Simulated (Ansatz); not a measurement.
Input:

BW₂:
```cif
data_B2W4
_chemical_formula_sum 'W4 B2'
_space_group_name_H-M_alt 'P4/nmm :1'
_space_group_IT_number 129
_space_group_name_Hall 'P 4ab 2ab -1ab'
_cell_length_a 3.45829
_cell_length_b 3.45829
_cell_length_c 6.36330
_cell_angle_alpha 90.000
_cell_angle_beta 90.000
_cell_angle_gamma 90.000
loop_
_space_group_symop_operation_xyz
  'x, y, z'
  '-y+1/2, x+1/2, z'
  '-x, -y, z'
  'y+1/2, -x+1/2, z'
  'x+1/2, -y+1/2, -z'
  '-y, -x, -z'
  '-x+1/2, y+1/2, -z'
  'y, x, -z'
  '-x+1/2, -y+1/2, -z'
  'y, -x, -z'
  'x+1/2, y+1/2, -z'
  '-y, x, -z'
  '-x, y, z'
  'y+1/2, x+1/2, z'
  'x, -y, z'
  '-y+1/2, -x+1/2, z'
loop_
_atom_site_label
_atom_site_type_symbol
_atom_site_symmetry_multiplicity
_atom_site_Wyckoff_symbol
_atom_site_fract_x
_atom_site_fract_y
_atom_site_fract_z
_atom_site_occupancy
W1 W 2 a 0.00000 0.00000 0.00000 1
W2 W 2 c 0.50000 0.00000 0.35982 1
B1 B 2 c 0.00000 0.50000 0.27833 1
```

This is the PBEsol-relaxed structure.

All from DFT-PBEsol in the program Ansatz with PAW potentials, unless another level is named. Predict the electronic character.

metallic (no gap).

And the density of states at the Fermi level?

0.51 states/eV per atom (mean over ±0.08 eV).

Predict the formation energy from the elements (no fitted shifts).

0.22 eV/atom.

Give the gap with spin–orbit coupling.

none (metallic).

The cell is a constructed one: a structure type filled with these elements; neither database checked (COD, Materials Project) lists it. COD files the formula under space group No. 140. Whether it is the stable phase at ambient conditions was not checked. The cell was relaxed with PBEsol under the symmetry of its start; whether a distortion lowers the energy is not shown. No spin polarisation was allowed. The references are the lowest solids computed at this level, not always the standard phases. Spin–orbit coupling is left out wherever it is not named.

Potentials: the earlier of the program's two PAW sets. The files were generated under PBE; for other functionals the program regenerates the frozen cores, and for LDA and PBEsol the local potential too.
